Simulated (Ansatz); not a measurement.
Ca$_{2}$Bi:
```
CELL_PARAMETERS angstrom
     -2.42063     2.42063     8.47229
      2.42063    -2.42063     8.47229
      2.42063     2.42063    -8.47229
ATOMIC_POSITIONS crystal
  Ca 0.67394 0.67394 0.00000
  Ca 0.32606 0.32606 0.00000
  Ca 0.00000 0.50000 0.50000
  Ca 0.50000 0.00000 0.50000
  Bi 0.13633 0.13633 0.00000
  Bi 0.86367 0.86367 0.00000
```

This is the r²SCAN-relaxed structure.

Question: All from r²SCAN in the plane-wave PAW code Ansatz, unless another level is named. Give the band gap.

Answer: 0.15 eV (indirect).

Question: Next, the smallest direct gap on the standard path?

Answer: 0.30 eV.

Question: Give the formation energy from the elements (no fitted shifts).

Answer: -0.93 eV/atom.

Question: And the valence-band maximum?

Answer: on the G–M line, 27 % of the way from G.

Question: And the conduction-band minimum?

Answer: at P (2 equivalent valleys).

Space group I4/mmm. The first step of the workflow began from a Materials Project structure, measured or hypothetical; the Crystallography Open Database files this formula in space group No. 139, but the cells were not matched. Its standing as an ambient phase is unchecked. Symmetry was held in the r²SCAN relaxation; its stability against distortions is not shown here. The references are the lowest solids computed at this level, not always the standard phases. Spin–orbit coupling is left out wherever it is not named.

Potentials: the later of the program's two PAW sets.
